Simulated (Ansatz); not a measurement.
B in space group Pm-3m (No. 221; B on 6f) under volume change, r²SCAN in the plane-wave PAW code Ansatz, shape and atoms relaxed at each volume.

```tsv
V (Å³/atom)	E − E(relaxed) (meV/atom)	P (GPa)
10.806	45.0	14.47
11.162	…	…
11.518	…	…
11.874	0.0	-0.01
12.230	4.2	-3.68
12.587	16.0	-6.89
12.943	34.5	-9.70
```

Q: Complete the blanks.

A: 
- 11.162, E − E(relaxed) (meV/atom): 19.1
- 11.162, P (GPa): 8.98
- 11.518, E − E(relaxed) (meV/atom): 4.5
- 11.518, P (GPa): 4.19

Q: What does a third-order Birch–Murnaghan fit give for V₀, B₀ and B′?

A: V₀ = 11.87 Å³/atom, B₀ = 131 GPa, B′ = 3.4.

The start of the workflow was typed in or built on a structure type; neither database checked (COD, Materials Project) lists it. It is not the phase usual at ambient conditions (space group No. 166). Symmetry was held in the r²SCAN relaxation; whether a distortion lowers the energy is not shown.

Potentials: the later of the program's two PAW sets.
